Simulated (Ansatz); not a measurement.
Input:

Ga7Pt3:
```
Ga7Pt3
1.0
   -4.39702     4.39702     4.39702
    4.39702    -4.39702     4.39702
    4.39702     4.39702    -4.39702
Ga Pt
14 6
Direct
  0.75000   0.25000   0.50000
  0.25000   0.75000   0.50000
  0.50000   0.75000   0.25000
  0.50000   0.25000   0.75000
  0.25000   0.50000   0.75000
  0.75000   0.50000   0.25000
  0.00000   0.00000   0.32908
  0.00000   0.00000   0.67092
  0.00000   0.67092   0.00000
  0.00000   0.32908   0.00000
  0.67092   0.67092   0.67092
  0.32908   0.32908   0.32908
  0.67092   0.00000   0.00000
  0.32908   0.00000   0.00000
  0.65913   0.65913   0.00000
  0.34087   0.34087   0.00000
  0.00000   0.65913   0.65913
  0.00000   0.34087   0.34087
  0.65913   0.00000   0.65913
  0.34087   0.00000   0.34087
```

This is the r²SCAN-relaxed structure.

Task: All from DFT-r²SCAN in the program Ansatz with PAW potentials, unless another level is named. Predict the density of states at the Fermi level.

Result: 0.23 states/eV per atom (mean over ±0.08 eV).

Task: What about the formation energy from the elements (no fitted shifts)?

Result: -561 meV/atom.

Space group Im-3m. The workflow started from a Materials Project entry (that database holds measured and hypothetical structures alike); the Crystallography Open Database copy checked does not list it. Whether it is the stable phase at ambient conditions was not checked. The r²SCAN relaxation kept the symmetry of its start; its stability against distortions is not shown here. No spin polarisation was allowed. The references are the lowest solids computed at this level, not always the standard phases. Scalar-relativistic: spin–orbit coupling is off unless named, which matters more the heavier the elements.

Potentials: the later of the program's two PAW sets.
